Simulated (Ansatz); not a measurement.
TlHg (CsCl type, Pm-3m) at seven volumes, the program Ansatz at the PBEsol level (PAW), scaled uniformly. One row is withheld.

```
V (Å³/atom)  P (GPa)
-----------  -------
23.961             ?
24.751          2.77
25.540          1.26
26.330          0.00
27.120         -1.02
27.910         -1.84
28.700         -2.49
```

### Question
Fit the shown pressures and predict the withheld one.

### Answer
P = (3/2)B₀(x^(7/2) − x^(5/2))[1 + (3/4)(B′ − 4)(x − 1)] with x = (V₀/V)^(2/3). Least squares on the six rows gives V₀ = 26.330 Å³/atom, B₀ = 37.4 GPa, B′ = 5.91. At V = 23.961, x = 1.0649 and P = 4.65 GPa. The run itself gave 4.62 GPa.

The workflow started from an entry of the Crystallography Open Database (COD). Whether it is the stable phase at ambient conditions was not checked. The cell was relaxed with PBEsol under the symmetry of its start. At this level the phase is mechanically unstable. Spin–orbit coupling is left out wherever it is not named.

Potentials: the later of the program's two PAW sets.
